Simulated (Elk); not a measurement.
An Elk run on SmTl with settings drawn from a wide range, so not all are converged; totals and levels move with the basis, and no second program has checked them. Computed with DFT, LDA (von Barth-Hedin), all-electron APW+lo, Dirac cores, scalar-relativistic bands in Elk 11.2.3 with local patches. Elk's input is in atomic units.

Command: `OMP_NUM_THREADS=1 elk` The run took 4.2 min on 1 thread of Arm Neoverse V2 (shared host), peak memory 0.09 GiB.

```
tasks
  0
  110
  115
  15
  195

xctype
  5

rgkmax
  7.5

gmaxvr
  16

lmaxapw
  7

lmaxo
  6

lmaxi
  4

nrmtscf
  1.5

nempty
  8

epspot
  1e-07

epsengy
  1e-05

maxscl
  100

swidth
  0.0005

stype
  3

lradstp
  4

mixtype
  1

hmaxvr
  6

reducebf
  0.5

spinpol
  .true.

tforce
  .true.

autolinengy
  .true.

sppath
  './'

avec
  6.84627914270 0.00000000000 0.00000000000
  0.00000000000 6.84627914270 0.00000000000
  0.00000000000 0.00000000000 8.27487437684

atoms
  2
  'Sm.in'
  1
  0.000000000000 0.000000000000 0.000000000000   0.000 0.000 -0.200
  'Tl.in'
  1
  0.500000000000 0.500000000000 0.500000000000   0.000 0.000 0.000

ngridk
  6 6 5
```

Muffin-tin radii in the species files: Sm 2.38, Tl 2.38 bohr.

The cell comes from COD entry 1539749, which wasn't checked; take it as a given geometry. The listed cell was then made from it by scaling, straining or moving an atom.

What does the run give?

It did not converge (100 SCF iterations).
```
Warning(gndstate): failed to reach self-consistency after 100 loops
```
